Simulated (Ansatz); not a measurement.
An elastic tensor (GPa, Voigt order, standard axes) from plane-wave PAW PBEsol (Ansatz code):

```
390  138  138  0.0  0.0  0.0
138  390  138  0.0  0.0  0.0
138  138  390  0.0  0.0  0.0
0.0  0.0  0.0  243  0.0  0.0
0.0  0.0  0.0  0.0  243  0.0
0.0  0.0  0.0  0.0  0.0  243
```

Q: Which compound is it?
A) TaC, rock salt
B) Si, diamond
C) SiC, zinc blende
D) Ge, diamond

A: C, SiC, zinc blende

Space group F-43m (zinc blende). The PBEsol relaxation kept the symmetry of its start.

Potentials: the later of the program's two PAW sets.
